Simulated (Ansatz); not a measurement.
## LiH: from a starting cell to a relaxed one

The start is a relaxed LiH cell, doubled along one cell vector, shaken by Gaussian noise of σ = 0.08 Å a coordinate. The structure is fully relaxed (lattice and positions, P = 0) with PBEsol (plane waves to 420 eV, PAW, scalar-relativistic; Ansatz, an electronic-structure program). The first steps use a coarse 10×5×10 k-mesh.

Initial structure:
```
LiH
1.0
    0.00000     1.98996     1.98996
    3.97991     0.00000     3.97991
    1.98996     1.98996     0.00000
H Li
2 2
Direct
  0.97223   0.00627   0.96488
  0.93998   0.51167   0.99718
  0.52897   0.23242   0.49154
  0.56102   0.75272   0.47319
```

Problem. By how much does the energy per atom fall from start to end?

Solution. 22 meV/atom.

Problem. How do the shortest distances between atoms change?

Solution. The closest pairs of elements (up to four, under 3.6 Å), start → end: H–Li 1.81 → 1.99 Å; Li–Li 2.68 → 2.81 Å; H–H 2.75 → 2.81 Å.

Problem. Is the relaxed structure metallic? Give its gap.

Solution. 2.73 eV, direct at X (no spin-orbit coupling).

Relaxed structure:

Space group Fm-3m (No. 225); a = b = c = 3.980 Å, α = β = γ = 90.00°

```
atom  site  symmetry       x       y       z
----  ----  --------  ------  ------  ------
H       4b      m-3m  0.5000  0.5000  0.5000
Li      4a      m-3m  0.0000  0.0000  0.0000
```
(The calculation used a cell of 2 atoms; values per cell refer to that cell.)

Final values are on a 14×14×14 k-mesh of the relaxed cell. No spin polarisation in the result.
